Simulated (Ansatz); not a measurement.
According to r²SCAN in the plane-wave PAW code Ansatz, C in the tetragonal phase (P4_2/mmc; C on 2e, C on 4i) relaxes to a = 2.592 Å, c = 5.966 Å. C on 2e has 4 nearest neighbours from 1.54 Å (tetrahedral).

Electronic character: metallic (no gap).

The bulk modulus is 331 GPa.

The start of the workflow was typed in or built on a structure type; neither database checked (COD, Materials Project) lists it. It is not the phase usual at ambient conditions (space group No. 194, 227). The r²SCAN relaxation kept the symmetry of its start; whether a distortion lowers the energy is not shown.

Potentials: the earlier of the program's two PAW sets.
